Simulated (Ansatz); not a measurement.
HfC (rock salt)

```
CELL_PARAMETERS angstrom
      0.00000     4.65154     4.65154
      2.32577     2.32577     4.65154
      2.32577     2.32577     0.00000
ATOMIC_POSITIONS crystal
  C  0.00000 0.00000 0.00000
  C  0.50000 0.00000 0.00000
  Hf 0.00000 0.50000 0.50000
  Hf 0.50000 0.50000 0.50000
```

The atoms are displaced by Q × the pattern below (from a DFPT mode at X = (0.5, 0.5, 0.0), largest move 1; Q in Å), at fixed cell. It is one choice among 2 degenerate patterns. (q is in reciprocal vectors of the primitive cell; the cell shown is doubled to hold the pattern.)

```csv
atom,x,y,z
C1,0.000,-0.099,0.000
C2,0.000,0.099,0.000
Hf3,0.000,1.000,0.000
Hf4,0.000,-1.000,0.000
```

All values below come from PBE (plane waves to 420 eV, PAW, scalar-relativistic; Ansatz, a first-principles code). k mesh 17×17×17 (Γ-centred), Fermi-Dirac smearing 0.05 eV. E stands for the smeared free energy. Stress and pressure are positive under compression. With partly filled bands, energies and forces of such displacements shift with the k mesh and the smearing. HfC is run without spin polarisation. HfC was relaxed with its symmetry unable to fall. Spin-orbit coupling is left out, though Hf is heavy. ΔE is measured from the undisplaced structure.

```tsv
Q (Å)	−dE/dQ from forces (eV/Å)	ΔE (eV/cell)	P (GPa)
-0.280	9.839	1.275	10.4
-0.233	7.878	?	7.2
-0.187	6.061	0.538	4.6
-0.140	4.371	0.295	2.5
-0.093	2.790	?	1.1
-0.047	1.360	?	0.3
0.000	0.000	0.000	0.0
0.047	-1.360	?	0.3
0.093	-2.790	?	1.1
0.140	-4.371	0.295	2.5
0.187	-6.061	0.538	4.6
0.233	-7.878	?	7.2
0.280	-9.839	1.275	10.4
```

Problem. Some entries are withheld; supply them.

Solution. 
- -0.233, ΔE (eV/cell): 0.862
- -0.093, ΔE (eV/cell): 0.128
- -0.047, ΔE (eV/cell): 0.032
- 0.047, ΔE (eV/cell): 0.032
- 0.093, ΔE (eV/cell): 0.128
- 0.233, ΔE (eV/cell): 0.862

(For displaced atoms, the force is minus the slope of the energy, and its curvature is a force constant, which sets phonon frequencies.)
